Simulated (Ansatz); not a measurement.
## Profile along the Hf–Hf line in Hf (hcp, Mg type)

Hf (hcp, Mg type)

```
CELL_PARAMETERS angstrom
      3.20423     0.00000     0.00000
     -1.60212     2.77495     0.00000
      0.00000     0.00000     5.06913
ATOMIC_POSITIONS crystal
  Hf 0.33333 0.66667 0.75000
  Hf 0.66667 0.33333 0.25000
```

Fields along a shortest Hf–Hf line of a (1 -1 0 0) plane (3.20 Å), from Hf to Hf, interpolated on the slice's grid (step about 0.2 Å). Calculation: PBE (plane waves to 420 eV, PAW, scalar-relativistic; Ansatz, a first-principles code). k mesh 17×17×9. Near the nuclei the fields are pseudised (PAW); where an atom keeps semicore shells as valence, they peak there. Hf is run without spin polarisation. Hf was relaxed with its symmetry unable to fall. Spin-orbit coupling is left out, though Hf is heavy.

| distance from Hf (Å) | valence electron density (e/Å³) | electron localisation function |
|---|---|---|
| 0.00 | 35.55 | x |
| 0.16 | 31.82 | x |
| 0.32 | 22.80 | x |
| 0.48 | 13.11 | x |
| 0.64 | 6.11 | 0.77 |
| 0.80 | 2.37 | 0.58 |
| 0.96 | 0.87 | 0.32 |
| 1.12 | 0.38 | 0.16 |
| 1.28 | 0.23 | 0.16 |
| 1.44 | 0.19 | 0.24 |
| 1.60 | 0.19 | 0.28 |
| 1.76 | 0.19 | 0.24 |
| 1.92 | 0.23 | 0.16 |
| 2.08 | 0.38 | 0.16 |
| 2.24 | 0.87 | 0.32 |
| 2.40 | 2.37 | 0.58 |
| 2.56 | 6.11 | 0.77 |
| 2.72 | 13.11 | x |
| 2.88 | 22.80 | x |
| 3.04 | 31.82 | x |
| 3.20 | 35.55 | x |

x: too close to a nucleus for the ELF to mean much.

Density on the Hf–Hf line (3.20 Å) at its midpoint: 0.19 e/Å³. ELF at that point: 0.3.
